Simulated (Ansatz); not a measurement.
LaZn (CsCl type, Pm-3m), r²SCAN in the plane-wave PAW code Ansatz, all energies at zero smearing, with the estimated change up to a 700 eV cutoff added, with one set of potentials and settings (totals compare only within such a set). Cell of 2 atoms (1 La, 1 Zn): -9591.005 eV.

```
element                reference phase  E (eV/atom)
-------  -----------------------------  -----------
La       P6_3/mmc, 4 atoms in the cell   -6264.6784
Zn       P6_3/mmc, 2 atoms in the cell   -3325.6729
```

Formation energy per atom, worked out: (-9591.005 − 1×(-6264.6784) − 1×(-3325.6729))/2 = -0.327 eV/atom (-32 kJ per mol of atoms), at 0 K, without zero-point energy or fitted corrections.

The workflow started from a Materials Project entry (that database holds measured and hypothetical structures alike); the Crystallography Open Database files this formula in space group No. 221, but the cells were not matched. Its standing as an ambient phase is unchecked. Symmetry was held in the r²SCAN relaxation; whether a distortion lowers the energy is not shown. The references are the lowest solids computed at this level, not always the standard phases. Scalar-relativistic: spin–orbit coupling is off unless named, which matters more the heavier the elements.

Potentials: the later of the program's two PAW sets.
